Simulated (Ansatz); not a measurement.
## Spin spirals in Cr (Im-3m)

The geometry is a structure from the Materials Project, held fixed and not relaxed.

Settings: LDA, 12×12×12 k mesh, Fermi–Dirac smearing of 0.05 eV. PAW means Ansatz 0.2.0 on its default frozen-core files; LAPW is all-electron LAPW in Ansatz 0.2.0. Site moments are integrated in spheres about the atoms, whose radii differ between the methods.

Input of the first run:

```yaml
crystal:
  lattice:
    - [2.9688993551, 0.0, 0.0]
    - [0.0, 2.9688993551, 0.0]
    - [0.0, 0.0, 2.9688993551]
  atoms:
    - { symbol: Cr, position: [0.0, 0.0, 0.0], spin: 1.2, spin_axis: [-1.0, 0.0, 0.0] }
    - { symbol: Cr, position: [0.5, 0.5, 0.5], spin: 1.2, spin_axis: [1.0, 0.0, 0.0] }
magnetization:
  noncollinear: true
  spin_spiral: { q: [0.0, 0.0, 0.0] }
kpoints:
  mp_grid: { grid: [12, 12, 12] }
scf:
  occupations: { method: fermi_dirac, width: 0.05 }
  lower_state_search: "off"
hamiltonian:
  xc: lda
  pseudopotentials: { kind: paw }
output:
  eigenvalues: false
```

Command: `ansatz run input.yaml --threads 2 --pin off --max-ram 5120MiB --backend cpu --events-out ev --progress --plain --runs-dir out`

The input for «spiral at 0.5 of the way from Γ to P» by LAPW differs from it in these lines, output keys apart:

```diff
-  spin_spiral: { q: [0.0, 0.0, 0.0] }
+  spin_spiral: { q: [0.25, 0.25, 0.25] }
-  mp_grid: { grid: [12, 12, 12] }
+  mp_grid: { grid: [12, 12, 12], shift: [0.5, 0.5, 0.5] }
-  pseudopotentials: { kind: paw }
+  pseudopotentials: { kind: all_electron, lapw: { basis_error: 0.001 } }
```

Flat spirals without spin–orbit coupling: moments start in the xy plane and turn about z by q·R from cell to cell, and their directions inside a cell are free. q runs from Γ to P = (0.500, 0.500, 0.500) in reciprocal cell vectors. Energies count from each method's run at q = 0. Each q is a vector of the k mesh, and the mesh is shifted by q/2 where needed, so that both spin components are sampled on the same points as at q = 0.

**Question.** Where along the line is the energy lowest?

**Answer.** q = 0 is the lowest point of the line, so the state at q = 0 is stable against these spirals.
| fraction of Γ–P | |q| (1/Å) | ΔF PAW (meV/cell) | ΔF LAPW (meV/cell) | largest moment, PAW (μB) |
| --- | --- | --- | --- | --- |
| 0.000 | 0.000 | 0.0 | 0.0 | 1.23 |
| 0.167 | 0.305 | +42.5 | – | 0.78 |
| 0.333 | 0.611 | +46.2 | +45.9 | 0.00 |
| 0.500 | 0.916 | +46.2 | +45.9 | 0.00 |
| 0.667 | 1.222 | +46.2 | – | 0.00 |
| 0.833 | 1.527 | +46.2 | – | 0.00 |
| 1.000 | 1.833 | +46.2 | – | 0.00 |

The PAW files were made with PBE; the program remakes their cores once for the run's functional and then keeps them frozen. This cell lies far from its zero-pressure volume, so the numbers describe the cell as given rather than the relaxed compound. The Ansatz runs typed with the search for lower states off end where their start leads. The magnetic state is the one that this cell and start allow. It needn't be the compound's measured order, which may need a larger cell or be absent.
